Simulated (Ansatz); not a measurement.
Relaxing a structure of MgO

The start is a generated trial cell of MgO in the rocksalt structure type. A full variable-cell relaxation at zero pressure is run with PBE (plane waves to 420 eV, PAW, scalar-relativistic; Ansatz, a program for electronic structure). First-step values are on the input's coarse k-mesh.

Ansatz input (later rounds restart from its end on a renewed k-mesh):
Ansatz 0.2 input:
```yaml
crystal:
  lattice:
    - [0, 2.114349, 2.114349]
    - [2.114349, 0, 2.114349]
    - [2.114349, 2.114349, 0]
  atoms:
    - { symbol: O, position: [0, 0, 0] }
    - { symbol: Mg, position: [0.5, 0.5, 0.5] }
basis: { ecutwfc: 420, ecutrho_ratio: 4, xc_grid: 2, fft_grid_basis: typed }
kpoints: { mp_grid: { grid: [9, 9, 9] } }
hamiltonian:
  xc: pbe
  dispersion: none
  pseudopotentials: { azcp: { folder: ./paw }, kind: paw }
scf: { occupations: { method: fermi_dirac, width: 0.05 } }
relax: { f_tol: 0.01, max_steps: 100, cell: { stress_tol: 0.02 } }
output: { forces: true, stress: true }
```

```yaml
initial_pressure: "+2.8 GPa (positive: the cell is compressed)"
outcome: The space group stays Fm-3m (No. 225) (the run could not lower it); the end is rock salt type, with 2 atoms in the primitive cell
Shortest distances (start → end): "The closest pairs of elements (up to four, under 3.6 Å), start → end: Mg–O 2.11 → 2.13 Å; Mg–Mg 2.99 → 3.01 Å; O–O 2.99 → 3.01 Å"
band_gap_at_the_end: 4.46 eV, direct at Γ (no spin-orbit coupling)
optimiser_moves: 4
```

It ends as:

Space group Fm-3m (No. 225); a = b = c = 4.254 Å, α = β = γ = 90.00°

| atom | site | symmetry | x | y | z |
|---|---|---|---|---|---|
| O | 4a | m-3m | 0.0000 | 0.0000 | 0.0000 |
| Mg | 4b | m-3m | 0.5000 | 0.5000 | 0.5000 |
(The calculation used a cell of 2 atoms; values per cell refer to that cell.)

Final values are on a 13×13×13 k-mesh of the relaxed cell. No spin polarisation in the result.

The run could not lose the symmetry of its start; a randomly shaken copy of 2 atoms returns to this structure.

All atoms sit on sites fixed by symmetry, so only the cell could relax.
